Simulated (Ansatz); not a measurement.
**YZn (Pm-3m): the size of the finite step**

```xyz
2
Lattice="3.5217 0.0000 0.0000 0.0000 3.5217 0.0000 0.0000 0.0000 3.5217" Properties=species:S:1:pos:R:3 pbc="T T T"
Y     0.0000    0.0000    0.0000
Zn    1.7608    1.7608    1.7608
```

The conventional cell has a = 3.522 Å, b = 3.522 Å, c = 3.522 Å, α = 90.00°, β = 90.00°, γ = 90.00°. Y (atom 1) is surrounded by 8 Zn at 3.05 Å. Around Zn (atom 2) lie 8 Y at 3.05 Å.

Unless marked otherwise, the numbers come from PBEsol, PAW on Ansatz 0.2.0's default frozen-core files (fitted under PBE), scalar-relativistic. k mesh 12×12×12, strains of ±0.003, Fermi-Dirac smearing of 0.100 eV, cutoff 420 eV. The cell was relaxed by PAW under this functional.

Elastic constants come from stresses at strains of ±0.003 (two-point stencil): C11 = 96.8, C12 = 51.1, C44 = 46.9 GPa. What does an amplitude of 0.02 give?

C11 = 96.7, C12 = 51.2, C44 = 47.0 GPa. Nothing moves by 1 %.

Keep in mind: frozen-core PAW files fitted under PBE, their cores solved anew for the functional of the run; responses of metals move with mesh and smearing.
